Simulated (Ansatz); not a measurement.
RuW:
```xyz
4
Lattice="1.4091 -4.9301 0.0000 1.4091 4.9301 0.0000 0.0000 0.0000 4.4031" Properties=species:S:1:pos:R:3 pbc="T T T"
W      1.4091    -1.5757     1.1008
Ru     1.4091    -4.0859     1.1008
W      1.4091     1.5757     3.3023
Ru     1.4091     4.0859     3.3023
```

Relaxed with PBE. Special points in fractions of this cell's reciprocal vectors: Γ (0.000, 0.000, 0.000); Y (-0.500, 0.500, 0.000); C0 (-0.270, 0.730, 0.000); Σ0 (0.270, 0.270, 0.000); Z (0.000, 0.000, 0.500); A0 (0.270, 0.270, 0.500); E0 (-0.270, 0.730, 0.500); T (-0.500, 0.500, 0.500); S (0.000, 0.500, 0.000); R (0.000, 0.500, 0.500).

Task: List the band energies nearest the Fermi level at these points for plane-wave PAW PBE (Ansatz code).

Result: In eV from the Fermi level; about four levels below and three above (degenerate sets whole), none deeper than 8.9 eV; points with the same levels are listed once.

```
k                     below                above
--  -----------------------  -------------------
Γ   -0.78 -0.68 -0.48 -0.34       0.54 1.12 1.46
Y   -0.94 -0.76 -0.60 -0.54       0.09 1.29 3.16
C0  -1.79 -1.31 -1.07 -0.17       0.61 1.72 2.00
Z   -1.25 -1.25 -0.51 -0.51  0.65 0.65 1.53 1.53
A0  -2.27 -2.27 -1.16 -1.16  0.46 0.46 0.80 0.80
T   -0.81 -0.81 -0.50 -0.50  2.18 2.18 2.26 2.26
S   -1.89 -1.71 -0.26 -0.19       0.67 1.75 2.08
R   -1.93 -1.93 -0.23 -0.23  0.11 0.11 0.51 0.51
```

Space group Cmcm. The start of the workflow was typed in or built on a structure type; neither database checked (COD, Materials Project) lists it. Whether it is the stable phase at ambient conditions was not checked. The PBE relaxation kept the symmetry of its start; its stability against distortions is not shown here. The run is not spin-polarised. Its formation energy is positive at this level, so the cell may be metastable or incomplete. Scalar-relativistic: spin–orbit coupling is off unless named, which matters more the heavier the elements.

Potentials: the earlier of the program's two PAW sets.
